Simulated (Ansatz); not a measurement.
Relaxed-ion elastic tensor of BP in space group P4_2/mnm (No. 136; B on 4f, P on 4g) in GPa (Voigt order), PBEsol in the plane-wave PAW code Ansatz; density 2.84 g/cm³, 12.19 Å³ per atom.

```
 313  86.6  47.7   0.0   0.0   0.0
86.6   313  47.7   0.0   0.0   0.0
47.7  47.7   414   0.0   0.0   0.0
 0.0   0.0   0.0   135   0.0   0.0
 0.0   0.0   0.0   0.0   135   0.0
 0.0   0.0   0.0   0.0   0.0  79.5
```

Problem. Is the crystal mechanically stable?

Solution. Yes: the smallest eigenvalue of C is 79.5 GPa.

Problem. Work out the Voigt, Reuss and Hill averages.

Solution. K_V = 156, K_R = 155, K_H = 156; G_V = 127, G_R = 119, G_H = 123 GPa.

Problem. Give Young's modulus, Poisson's ratio, Pugh's ratio and the universal anisotropy index.

Solution. E = 9KG/(3K + G) = 292 GPa; ν = 0.19; K/G = 1.26 (brittle by the Pugh limit of 1.75); A_U = 5G_V/G_R + K_V/K_R − 6 = 0.35.

Problem. Estimate the sound speeds and the Debye temperature.

Solution. v_l = √((K + 4G/3)/ρ) = 10600 m/s, v_t = √(G/ρ) = 6580 m/s, mean 7250 m/s; Θ = (h/k)(3n/4πV)^(1/3) v_m = 938 K.

Problem. How much does each axis shrink under pressure?

Solution. Linear compressibilities β_i = Σ_j S_ij (j = 1 to 3): x 2.3, y 2.3, z 1.9 per TPa.

The start of the workflow was typed in or built on a structure type; neither database checked (COD, Materials Project) lists it. It is not the phase usual at ambient conditions (space group No. 216). The cell was relaxed with PBEsol under the symmetry of its start; whether a distortion lowers the energy is not shown.

Potentials: the earlier of the program's two PAW sets. The files were generated under PBE; for other functionals the program regenerates the frozen cores, and for LDA and PBEsol the local potential too.
